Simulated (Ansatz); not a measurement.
Relaxation of a generated cell, TaAs placed in the AFLOW prototype AB_hR6_160_b_b (B13, as in NiS); 6 atoms in the cell, which starts as R3m, hexagonal axes (No. 160), hR6; a = 10.5958 Å, b = 10.5958 Å, c = 3.4698 Å, α = 90.00°, β = 90.00°, γ = 120.00°. The numbers are results of r2SCAN (plane waves to 500 eV, PAW, scalar-relativistic; Ansatz, a first-principles code), not measurements. Γ-centred k-mesh 7×7×7 on the run's cell (coarser than for final values), Fermi–Dirac smearing 0.05 eV. This is the first round of the run. 

The optimiser's lines from the output (shortened; P is positive under compression):

```
relax step   1: F+E_penalty+E_count = -44429.57324333 eV  Δ(F+E_penalty+E_count) = +0.000e0 eV  max|allowed force component| = 1.339e0 eV/Å  Δτ_max = 0.0000 Å  P = +16.599 GPa  Ω = 112.456 Å³  (10 SCF iters, dr2 threshold 1.00e-7 eV, accepted)
relax step   2: F+E_penalty+E_count = -44430.21068352 eV  Δ(F+E_penalty+E_count) = -6.374e-1 eV  max|allowed force component| = 9.066e-1 eV/Å  Δτ_max = 0.0402 Å  P = -4.046 GPa  Ω = 126.468 Å³  (8 SCF iters, dr2 threshold 6.00e-7 eV, accepted)
relax step   3: F+E_penalty+E_count = -44430.35680643 eV  Δ(F+E_penalty+E_count) = -1.461e-1 eV  max|allowed force component| = 4.800e-1 eV/Å  Δτ_max = 0.0596 Å  P = -0.495 GPa  Ω = 123.923 Å³  (8 SCF iters, dr2 threshold 6.00e-7 eV, accepted)
relax step   4: F+E_penalty+E_count = -44430.38148627 eV  Δ(F+E_penalty+E_count) = -2.468e-2 eV  max|allowed force component| = 1.146e-1 eV/Å  Δτ_max = 0.0408 Å  P = +1.032 GPa  Ω = 123.825 Å³  (8 SCF iters, dr2 threshold 6.00e-7 eV, accepted)
relax step   5: F+E_penalty+E_count = -44430.38515621 eV  Δ(F+E_penalty+E_count) = -3.670e-3 eV  max|allowed force component| = 1.288e-1 eV/Å  Δτ_max = 0.0223 Å  P = -0.235 GPa  Ω = 125.346 Å³  (7 SCF iters, dr2 threshold 6.00e-7 eV, accepted)
relax step   6: F+E_penalty+E_count = -44430.38862485 eV  Δ(F+E_penalty+E_count) = -3.469e-3 eV  max|allowed force component| = 1.329e-3 eV/Å  Δτ_max = 0.0094 Å  P = +0.015 GPa  Ω = 124.774 Å³  (6 SCF iters, dr2 threshold 6.00e-7 eV, accepted)
relax step   7: F+E_penalty+E_count = -44430.39070073 eV  Δ(F+E_penalty+E_count) = -2.076e-3 eV  max|allowed force component| = 1.501e-3 eV/Å  Δτ_max = 0.0000 Å  P = +0.020 GPa  Ω = 124.774 Å³  stress off target by 2.33e-2 GPa  SCF on the basis re-selected at this cell (its energy is not comparable with the rows above)  (7 SCF iters)
relax step   8: F+E_penalty+E_count = -44430.39069946 eV  Δ(F+E_penalty+E_count) = +1.275e-6 eV  max|allowed force component| = 1.442e-4 eV/Å  Δτ_max = 0.0002 Å  P = -0.000 GPa  Ω = 124.795 Å³  (6 SCF iters, dr2 threshold 1.36e-9 eV, accepted)
relax step   9: F+E_penalty+E_count = -44430.39070294 eV  Δ(F+E_penalty+E_count) = -3.481e-6 eV  max|allowed force component| = 1.419e-4 eV/Å  Δτ_max = 0.0000 Å  P = -0.000 GPa  Ω = 124.795 Å³  stress off target by 1.15e-3 GPa  SCF on the basis re-selected at this cell (its energy is not comparable with the rows above)  (5 SCF iters)
```

From the first to the last row the energy changes by -0.14 eV/atom and the volume by +11.0 %. The last row is marked as not comparable with the walk above it, whose basis was carried along; it does compare with step 1, since both stand on a basis selected at the nominal cutoff for their own cell.

Later rounds, restarted from the end of this one on a renewed k-mesh, logged 5 more steps and released under 0.01 eV/atom more. The final structure after all rounds: R3m, hexagonal axes (No. 160), hR6, AFLOW prototype AB_hR6_160_b_b (B13, as in NiS); a = 11.1376 Å, b = 11.1376 Å, c = 3.4833 Å, α = 90.00°, β = 90.00°, γ = 120.00°. Between re-selections the logged energies stand on a plane-wave basis carried along with the cell. No spin polarisation in the result.

The run could not lose the symmetry of its start, so the end can be a saddle point.

The relaxed structure here is a generated cell of TaAs: the first start was made by placing the elements on the sites of a structure type, and the end was not matched to a known phase here, so it may be hypothetical. Known forms of TaAs include space group No. 109.
